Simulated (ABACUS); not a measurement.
Set-up for a self-consistent single point of AlGaN₂ (P3m1, 8 atoms in the cell; from Materials Project mp-1228894, changed as shown).

```
CELL_PARAMETERS angstrom
      3.20819     0.00000     0.00000
      0.00000     5.55674     0.00000
      0.00000     0.00000     5.19883
ATOMIC_POSITIONS crystal
  Al 0.00000 0.00000 0.99926
  Al 0.50000 0.50000 0.99926
  Ga 0.50000 0.16667 0.49717
  Ga 0.00000 0.66667 0.49717
  N  0.50000 0.16667 0.11180
  N  0.00000 0.00000 0.62816
  N  0.00000 0.66667 0.11180
  N  0.50000 0.50000 0.62816
```

All values come from this method and carry its errors: LDA (PW92), numerical atomic orbitals TZDP (confined pseudo-atomic orbitals with Gaussian additions; energy shift 0.01 Ry), PseudoDojo 0.4 standard norm-conserving LDA (tails mended) pseudopotentials run with ABACUS 3.10.1.

ABACUS settings:

| key | value |
|---|---|
| basis | TZDP numerical atomic orbitals, energy shift 0.01 Ry |
| KPT | Gamma 8 6 6 0 0 0 |
| basis_type | lcao |
| dft_functional | PWLDA |
| ecutwfc | 100 Ry |
| smearing_method | fixed |
| potentials | PseudoDojo 0.4 standard norm-conserving LDA (tails mended) |
| symmetry | 1 |
| symmetry_prec | 1e-05 |
| ks_solver | genelpa |
| scf_nmax | 100 |
| scf_thr | 1.0e-07 |
| mixing_type | broyden |
| mixing_beta | 0.4 |

Estimate, at this level of theory: gap on the k-point mesh, pressure and largest force (vector length).

The run gave:

Gap on the k-point mesh: 2.55 eV
Pressure: -13.88 GPa
Largest force (vector length): 0.110 eV/Å

The gap is read on the k-point mesh of the run and can differ from the gap over the whole zone at this level.

For comparison: a first run was changed to give this one (lattice scaled by 1.02), and from it to this one the free energy goes up by 38.6 meV/atom, the pressure goes from -4.12 to -13.88 GPa, the largest force hardly changes (0.107 to 0.110 eV/Å) and the gap on the mesh goes from 2.990 to 2.551 eV.

The atom-centred basis is finite, which shifts total energies, pressures, gaps and forces against plane waves. The structure comes from a collection of computed structures, made at another level of theory; the collection holds predicted forms beside known ones.

Cost on one core: about 2.4 core-minutes (a rough figure).

The atomic orbitals were generated for these runs; they are not ABACUS's published sets and were checked against plane waves on a few crystals only.

“Tails mended”: in these copies of the files the far tail of each local potential was reset to the Coulomb form.
